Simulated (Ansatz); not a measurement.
Input:

Nb₂InC:
```yaml
crystal:
  lattice:
    - [3.17926, 0.00000, 0.00000]
    - [-1.58963, 2.75332, 0.00000]
    - [0.00000, 0.00000, 14.45440]
  atoms:
    - { symbol: Nb, position: [0.66667, 0.33333, 0.91741] }
    - { symbol: Nb, position: [0.33333, 0.66667, 0.08259] }
    - { symbol: Nb, position: [0.33333, 0.66667, 0.41741] }
    - { symbol: Nb, position: [0.66667, 0.33333, 0.58259] }
    - { symbol: In, position: [0.66667, 0.33333, 0.25000] }
    - { symbol: In, position: [0.33333, 0.66667, 0.75000] }
    - { symbol: C, position: [0.00000, 0.00000, 0.00000] }
    - { symbol: C, position: [0.00000, 0.00000, 0.50000] }
```

This is the r²SCAN-relaxed structure. Cartesian axes are those of the cell as given.

Question: All from DFT-r²SCAN in the program Ansatz with PAW potentials, unless another level is named. Estimate the bulk modulus (Birch–Murnaghan fit).

Answer: 169 GPa.

Question: Predict the elastic constants (relaxed ions, GPa).

Answer: C11 = 299, C12 = 81.3, C13 = 118, C33 = 284, C44 = 111.

Question: Predict the highest zone-centre frequency.

Answer: 624 cm^-1.

Space group P6_3/mmc. The workflow started from a Materials Project entry (that database holds measured and hypothetical structures alike); the Crystallography Open Database copy checked does not list it. Whether it is the stable phase at ambient conditions was not checked. Symmetry was held in the r²SCAN relaxation; whether a distortion lowers the energy is not shown. No spin polarisation was allowed. As this level gives no gap, shear constants depend on the k-mesh and smearing (Fermi–Dirac, 0.1 eV here). As this level gives no gap, phonon frequencies hold no LO–TO term and depend on the k-mesh and smearing (Fermi–Dirac, 0.1 eV here).

Potentials: the later of the program's two PAW sets.
